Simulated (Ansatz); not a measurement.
Trial structures of Hf4Te: starts and ends

Level of theory: DFT PBE, scalar-relativistic, plane waves, PAW (Ansatz). Settings: cutoff 420 eV, Γ-centred meshes spaced at most about 0.3 Å⁻¹, and about 0.25 Å⁻¹ or finer for metals (2π included), Gaussian smearing. No spin polarisation in the final relaxations.

Each guess was relaxed in cell and atoms at zero pressure, within the symmetry of its start. Temperature and zero-point effects are left out. Coordination counts Hf atoms around Te (those within 1.25 times the shortest such distance or 1.15 times the sum of covalent radii, 1.27 where that leaves under three; a plus sign parts nearer from farther groups).

| guess | made from | start group | V start (Å³/atom) | end group | V end (Å³/atom) | coordination at the end | gap on mesh (eV) | E over the lowest end (meV/atom) |
| --- | --- | --- | --- | --- | --- | --- | --- | --- |
| 1 | random cell | P6/mmm | 23.5 | P6/mmm | 33.9 | Te 2 | 0 | 264 |
| 2 | PbF4 type | I4/mmm | 21.2 | I4/mmm | 25.1 | Te 6 | 0 | 0 |
| 3 | CrGa4 type | Im-3m | 23.1 | Im-3m | 26.9 | Te 8 | 0 | 455 |
| 4 | Mn4N type | Pm-3m | 21.1 | Pm-3m | 28.1 | Te 12+8 | 0 | 914 |
| 5 | Ba4Rh type | Fd-3m | 30.2 | ? | ? | ? | ? | ? |

Guess 5 as it starts:

```cif
data_structure
_symmetry_space_group_name_H-M 'P 1'
_symmetry_Int_Tables_number 1
_cell_length_a 7.5280
_cell_length_b 7.5280
_cell_length_c 7.5280
_cell_angle_alpha 60.000
_cell_angle_beta 60.000
_cell_angle_gamma 60.000
_cell_volume 301.67
loop_
_atom_site_label
_atom_site_type_symbol
_atom_site_fract_x
_atom_site_fract_y
_atom_site_fract_z
_atom_site_occupancy
Hf1 Hf 0.37613 0.37613 0.37613 1
Hf2 Hf 0.37613 0.37613 0.87162 1
Hf3 Hf 0.37613 0.87162 0.37613 1
Hf4 Hf 0.87387 0.87387 0.37838 1
Hf5 Hf 0.87387 0.87387 0.87387 1
Hf6 Hf 0.87162 0.37613 0.37613 1
Hf7 Hf 0.87387 0.37838 0.87387 1
Hf8 Hf 0.37838 0.87387 0.87387 1
Te1 Te 0.00000 0.00000 0.00000 1
Te2 Te 0.25000 0.25000 0.25000 1
```

**Question.** Fill in the missing row: what does this guess relax into, and where does it rank?

**Answer.** It ends in space group Fd-3m (No. 227), with a = 10.404 Å, 28.2 Å³/atom and no gap. It lies 0.37 eV/atom over the lowest end, above guess 1 and below guess 3. Counting Hf atoms around Te, this end has Te 4 and the lowest (guess 2) has Te 6.

```
Hf Te
1.0
     0.00000    5.20204    5.20204
     5.20204    0.00000    5.20204
     5.20204    5.20204    0.00000
Hf Te
8 2
Cartesian
  4.1551 4.1551 4.1551
  6.2490 6.2490 4.1551
  6.2490 4.1551 6.2490
  6.7561 6.7561 8.8500
  8.8500 8.8500 8.8500
  4.1551 6.2490 6.2490
  6.7561 8.8500 6.7561
  8.8500 6.7561 6.7561
  0.0000 0.0000 0.0000
  2.6010 2.6010 2.6010
```

The zero of energy is the elements' standard structures at the same level; no fitted shifts are applied.

**Question.** Is the lowest end bound against the elements?

**Answer.** No: its formation energy is +0.22 eV/atom. The separate elements lie lower, so it is unstable against them.

Spin–orbit coupling, which can matter for Hf and Te, is left out. A magnetic state wasn't ruled out in cells without spin, among them Pm-3m. The reference form of Te is held partly by dispersion forces, which this level lacks. Cells relaxed within their symmetry can be saddle points. A lower structure may well exist outside this small set. Some types were kept out of the candidates beforehand, so the set may lack a known form.
